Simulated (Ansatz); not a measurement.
Input, command and steps of an Ansatz relaxation.

```yaml
crystal:
  lattice:
    - [4.2648321257, 0.0, 0.0]
    - [-2.1324160628, 3.6934529637, 0.0]
    - [0.0, 0.0, 17.999105]
  atoms:
    - { symbol: Ge, position: [0.0, 0.0, 0.332252] }
    - { symbol: Ge, position: [0.0, 0.0, 0.667748] }
    - { symbol: Sb, position: [0.33333333, 0.66666667, 0.112658] }
    - { symbol: Sb, position: [0.66666667, 0.33333333, 0.887342] }
    - { symbol: Te, position: [0.0, 0.0, 0.0] }
    - { symbol: Te, position: [0.33333333, 0.66666667, 0.790108] }
    - { symbol: Te, position: [0.66666667, 0.33333333, 0.209892] }
    - { symbol: Te, position: [0.33333333, 0.66666667, 0.411045] }
    - { symbol: Te, position: [0.66666667, 0.33333333, 0.588955] }
basis:
  ecutwfc: 420
kpoints:
  mp_grid: { grid: [12, 12, 2] }
hamiltonian:
  xc: pbesol
scf:
  occupations: { method: gaussian, width: 0.1 }
output:
  forces: true
  stress: true
  eigenvalues: true
  write_density: true
  write_potential: true
  elf: true
  volumetric_format: npy
relax:
  adjacent_minimum: "off"
  f_tol: 0.01
  max_steps: 40
```

```bash
ansatz run input.yaml --threads 2 --pin off --max-ram 5120MiB --backend cpu --events-out ev --progress --plain --runs-dir out
```

All numbers below come from DFT PBEsol, scalar-relativistic, plane waves, PAW (Ansatz 0.2.0).

Of 5 frames 5 are shown, positions in Å and forces in eV/Å; the SCF threshold varies from step to step.

```xyz
9
Lattice="4.2648 0.0000 0.0000 -2.1324 3.6935 0.0000 0.0000 0.0000 17.9991" Properties=species:S:1:pos:R:3:forces:R:3 pbc="T T T" step=1 free_energy_over_end_meV_per_atom=1.90
Ge    0.0000    0.0000    5.9802    0.0000    0.0000    0.0558
Ge    0.0000    0.0000   12.0189    0.0000    0.0000   -0.0558
Sb    0.0000    2.4623    2.0277    0.0000    0.0000    0.0317
Sb    2.1324    1.2312   15.9714    0.0000    0.0000   -0.0317
Te    0.0000    0.0000    0.0000    0.0000    0.0000    0.0000
Te    0.0000    2.4623   14.2212    0.0000    0.0000    0.0792
Te    2.1324    1.2312    3.7779    0.0000    0.0000   -0.0792
Te    0.0000    2.4623    7.3984    0.0000    0.0000   -0.1339
Te    2.1324    1.2312   10.6007    0.0000    0.0000    0.1339
9
Lattice="4.2648 0.0000 0.0000 -2.1324 3.6935 0.0000 0.0000 0.0000 17.9991" Properties=species:S:1:pos:R:3:forces:R:3 pbc="T T T" step=2 free_energy_over_end_meV_per_atom=1.30
Ge    0.0000    0.0000    5.8404    0.0000    0.0000   -0.1369
Ge    0.0000    0.0000   12.1587    0.0000    0.0000    0.1369
Sb    0.0000    2.4623    1.9823    0.0000    0.0000   -0.1246
Sb    2.1324    1.2312   16.0168    0.0000    0.0000    0.1246
Te    0.0000    0.0000    0.0000    0.0000    0.0000    0.0000
Te    0.0000    2.4623   14.3271    0.0000    0.0000   -0.2165
Te    2.1324    1.2312    3.6720    0.0000    0.0000    0.2165
Te    0.0000    2.4623    7.2096    0.0000    0.0000    0.1092
Te    2.1324    1.2312   10.7895    0.0000    0.0000   -0.1092
9
Lattice="4.2648 0.0000 0.0000 -2.1324 3.6935 0.0000 0.0000 0.0000 17.9991" Properties=species:S:1:pos:R:3:forces:R:3 pbc="T T T" step=3 free_energy_over_end_meV_per_atom=0.15
Ge    0.0000    0.0000    5.8806    0.0000    0.0000   -0.0425
Ge    0.0000    0.0000   12.1185    0.0000    0.0000    0.0425
Sb    0.0000    2.4623    1.9969    0.0000    0.0000   -0.0119
Sb    2.1324    1.2312   16.0022    0.0000    0.0000    0.0119
Te    0.0000    0.0000    0.0000    0.0000    0.0000    0.0000
Te    0.0000    2.4623   14.2796    0.0000    0.0000   -0.0420
Te    2.1324    1.2312    3.7195    0.0000    0.0000    0.0420
Te    0.0000    2.4623    7.2708    0.0000    0.0000    0.0106
Te    2.1324    1.2312   10.7283    0.0000    0.0000   -0.0106
9
Lattice="4.2648 0.0000 0.0000 -2.1324 3.6935 0.0000 0.0000 0.0000 17.9991" Properties=species:S:1:pos:R:3:forces:R:3 pbc="T T T" step=4 free_energy_over_end_meV_per_atom=0.06
Ge    0.0000    0.0000    5.8682    0.0000    0.0000   -0.0174
Ge    0.0000    0.0000   12.1309    0.0000    0.0000    0.0174
Sb    0.0000    2.4623    1.9966    0.0000    0.0000   -0.0003
Sb    2.1324    1.2312   16.0025    0.0000    0.0000    0.0003
Te    0.0000    0.0000    0.0000    0.0000    0.0000    0.0000
Te    0.0000    2.4623   14.2769    0.0000    0.0000   -0.0197
Te    2.1324    1.2312    3.7222    0.0000    0.0000    0.0197
Te    0.0000    2.4623    7.2615    0.0000    0.0000   -0.0032
Te    2.1324    1.2312   10.7376    0.0000    0.0000    0.0032
9
Lattice="4.2648 0.0000 0.0000 -2.1324 3.6935 0.0000 0.0000 0.0000 17.9991" Properties=species:S:1:pos:R:3:forces:R:3 pbc="T T T" step=5 free_energy_over_end_meV_per_atom=0.00
Ge    0.0000    0.0000    5.8455    0.0000    0.0000   -0.0026
Ge    0.0000    0.0000   12.1536    0.0000    0.0000    0.0026
Sb    0.0000    2.4623    1.9964    0.0000    0.0000    0.0049
Sb    2.1324    1.2312   16.0027    0.0000    0.0000   -0.0049
Te    0.0000    0.0000    0.0000    0.0000    0.0000    0.0000
Te    0.0000    2.4623   14.2748    0.0000    0.0000    0.0061
Te    2.1324    1.2312    3.7243    0.0000    0.0000   -0.0061
Te    0.0000    2.4623    7.2380    0.0000    0.0000    0.0028
Te    2.1324    1.2312   10.7611    0.0000    0.0000   -0.0028
```

Time: 2.1 min on 2 threads of Arm Neoverse V2, with other jobs on the host, peak memory 1 GiB.

The cell holds layers, and where no dispersion correction was added their binding is poorly described.